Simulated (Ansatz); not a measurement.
Ansatz input

```yaml
crystal:
  lattice:
    - [3.6009551636, 0.0, 0.0]
    - [-1.8004775818, 3.1185186495, 0.0]
    - [0.0, 0.0, 5.8729108231]
  atoms:
    - { symbol: Na, position: [0.3333333333, 0.6666666667, 0.25] }
    - { symbol: Na, position: [0.6666666667, 0.3333333333, 0.75] }
hamiltonian:
  xc: blyp
  pseudopotentials:
    kind: paw
    azcp:
      Na: "pseudopotentials/Na.paw.azcp"
basis:
  ecutwfc: 420
  fft_grid_basis: typed
kpoints:
  mp_grid: { grid: [11, 11, 6], shift: [0, 0, 0] }
magnetization:
  spin_polarized: false
scf:
  occupations: { method: fermi_dirac, width: 0.1 }
  lower_state_search: "off"
output:
  stress: true
  write_density: true
  write_potential: true
  elf: true
  volumetric_format: npy
```

and its output:

```
Engine: ansatz 0.2.0, aarch64-unknown-linux-gnu
Pseudopotentials: kind: paw
Pseudopotential: Na, paw, valence charge 9, recommended cutoff 420 eV (normal) 
Functional definition: BLYP
  parameter beta = 0.0042
  parameter a = 0.04918
  parameter b = 0.132
  parameter c = 0.2533
  parameter d = 0.349
  exchange = b88_x(beta = beta)
  correlation = lyp_c(a = a, b = b, c = c, d = d)
Crystal: 2 atoms, lattice volume = 65.951 Å³
Basis set: ecut = 420 eV, 1291 PW (Γ), exchange–correlation on 50×50×80 points (8 copies of the dense FFT grid, shifted against one another)
Bands: 13, of which v1, the nominal top of the filled ones, is band 9 counted from 1 (8 counted from 0)
Symmetry: 24 space group operations
Space group: P63/mmc (ITA 194), of the structure as read, at distance tolerance 4.0e-5 Å
k-points: 64 of 726
Non-local potential: Na, projectors of the file, l = 0: 3, l = 1: 2, l = 2: 1
PAW form: soft (Blöchl's): semilocal exchange-correlation on the pseudo side does not see the compensation charge
PAW frozen core: Na, regenerated for the run's functional, and the local potential with it (the file was generated under x = pbe(κ = 0.804, μ = 0.2195149727645171), c = pbe(β = 0.06672455060314922))
PAW one-centre angular grid: Na, 110 points (default); XC on 96 Gauss nodes
Initial density: superposition of atomic densities (neutral atoms: chi_scale 0, normalization atom), corrected by the library's trained network
Initial wavefunctions: pseudopotential atomic-orbital guess
Functional: x = b88, c = lyp
SCF iter   1: F=—  HF=-2978.704704 eV  |F-HF|=—  |Δ(HF+E_count)|=         —  Δρ=1.10e-3  dr2=8.48e-4  ethr=1.77e-3  ⟨swp⟩=4.6  Hψ=4292  notcnv=0
SCF iter   2: F=—  HF=-2978.704701 eV  |F-HF|=—  |Δ(HF+E_count)|=   2.62e-6  Δρ=8.46e-4  dr2=5.20e-4  ethr=4.71e-6  ⟨swp⟩=2.0  Hψ=1823  notcnv=0
SCF iter   3: F=—  HF=-2978.705359 eV  |F-HF|=—  |Δ(HF+E_count)|=   6.58e-4  Δρ=5.28e-4  dr2=1.58e-4  ethr=2.89e-6  ⟨swp⟩=2.0  Hψ=1290  notcnv=0
SCF iter   4: F=—  HF=-2978.705397 eV  |F-HF|=—  |Δ(HF+E_count)|=   3.86e-5  Δρ=3.03e-4  dr2=4.71e-5  ethr=8.77e-7  ⟨swp⟩=2.8  Hψ=1423  notcnv=0
SCF iter   5: F=—  HF=-2978.705476 eV  |F-HF|=—  |Δ(HF+E_count)|=   7.83e-5  Δρ=2.49e-4  dr2=1.66e-5  ethr=2.62e-7  ⟨swp⟩=2.0  Hψ=1439  notcnv=0
SCF iter   6: F=—  HF=-2978.705465 eV  |F-HF|=—  |Δ(HF+E_count)|=   1.13e-5  Δρ=8.76e-5  dr2=2.37e-6  ethr=9.24e-8  ⟨swp⟩=2.0  Hψ=1372  notcnv=0
SCF iter   7: F=-2978.705464 eV  HF=-2978.705464 eV  |F-HF|=4.23e-9  |Δ(HF+E_count)|=   9.84e-7  Δρ=7.76e-6  dr2=3.43e-8  ethr=5.56e-10  ⟨swp⟩=5.9  Hψ=5043  notcnv=0
SCF 1 converged in 7 iterations: F = -2978.705464 eV  dr2 = 3.43e-8
SCF converged after 7 iterations
Free energy (F): -2978.705464 eV
Harris-Foulkes:  -2978.705464 eV  (|F-HF|=4.23e-9)
Internal energy: -2978.672098 eV  (E = F + TS)
E sigma→0 (E₀):  -2978.688781 eV
Entropy (-TS):   -0.033365 eV (-16.683 meV/atom)
Fermi energy:    2.715114 eV
--- Per-component energies (eV) ---
  E_band       = -470.144349
  E_kinetic    = 240.566273
  E_local      = -2812.738524  (includes V_loc(G=0)·N_el)
  E_nonlocal   = 226.843221
  E_hartree    = 1026.406250
  E_xc         = -75.860403
  E_vxc        = -97.651932  (∫ρ·V_xc dr)
  E_paw        = -533.394685  (= ΣΔE_a)
  E_vpaw       = -79.984995  (= ΣTr[D̂ρ^β])
  E_aug_tail   = -0.000052  (compensation charges beyond the density's cutoff)
  E_ewald      = -1050.499184
  E_core_change = 0.005006  (= ΣΔE_core)
  E_smearing   = -0.033365  (= −TS)
  E_closure    = -0.000000  (closes the sum)
  Σ components = -2978.705464   (vs F -2978.705464, Δ=0.00e0)
--- Stress (GPa, compression-positive) ---
        1.095940      -0.000000       0.000000
        0.000000       1.095940       0.000000
        0.000000       0.000000       1.306878
  P = ⅓ Tr σ = 1.1663 GPa (11.663 kbar)
--- Band table (eV; the first three rows and the last of 64) ---
  k-point 0: bands = ["-50.4787", "-50.4754", "-22.6029", "-22.5586", "-22.5586", "-22.5514", "-22.5514", "-22.5508", "-0.8488", "3.3257", "3.7023", "13.3248", "13.3248"]
  k-point 1: bands = ["-50.4785", "-50.4757", "-22.5995", "-22.5581", "-22.5581", "-22.5543", "-22.5519", "-22.5519", "-0.7230", "2.2023", "5.0331", "12.8032", "13.4139"]
  k-point 2: bands = ["-50.4779", "-50.4762", "-22.5900", "-22.5639", "-22.5568", "-22.5568", "-22.5532", "-22.5532", "-0.3476", "1.1259", "6.7321", "10.6865", "13.6579"]
  k-point 63: bands = ["-50.4747", "-50.4747", "-22.5937", "-22.5937", "-22.5805", "-22.5805", "-22.5607", "-22.5607", "4.6219", "4.6219", "5.0752", "5.0752", "6.4652"]
```
